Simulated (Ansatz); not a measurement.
A geometry of Cl2 away from equilibrium: step 2 of the relaxation of a generated cell, Cl2 built in the AFLOW prototype A_hR2_166_c. All values below come from PBEsol (plane waves to 420 eV, PAW, scalar-relativistic; Ansatz, a first-principles code). Γ-centred k-mesh 6×6×6 on the run's cell (coarser than for final values), Fermi–Dirac smearing 0.05 eV.

```yaml
crystal:
  lattice:
    - [2.49351, 1.43963, 5.69129]
    - [-2.49351, 1.43963, 5.69129]
    - [0.00000, -2.87925, 5.69129]
  atoms:
    - { symbol: Cl, position: [0.05742, 0.05742, 0.05742] }
    - { symbol: Cl, position: [0.94258, 0.94258, 0.94258] }
```

Q: What forces act on the atoms (eV/Å)?

A: 
```csv
atom,Fx,Fy,Fz
Cl1,0.00,0.00,0.61
Cl2,0.00,0.00,-0.61
```

Q: What is the pressure?

A: +0.4 GPa, compression positive.

No spin polarisation in the result. Without a van der Waals term the distances between weakly bound units are poorly fixed.

The run could not lose the symmetry of its start: the end is stationary, and may be a saddle point rather than a minimum.

The end of the path is a generated cell of Cl2: the first start was made by placing the elements on the sites of a structure type, and the end was not matched to a known phase here, so it may be hypothetical. Known forms of Cl2 include space group No. 64.
